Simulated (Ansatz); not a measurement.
**Question.** Ti (hcp (Mg type), space group No. 194) is relaxed with the program Ansatz at the LDA level (PAW). What lattice parameters of the conventional cell result?

**Answer.** a = 2.865 Å, c = 4.530 Å.

Space group P6_3/mmc (hcp (Mg type)). The cell was relaxed with LDA under the symmetry of its start; of distortions, only those at the zone centre were tested. The run is not spin-polarised. Axis ratios of metals converge slowly with the k-mesh, so a and c are less sure than the volume.

Potentials: the earlier of the program's two PAW sets.
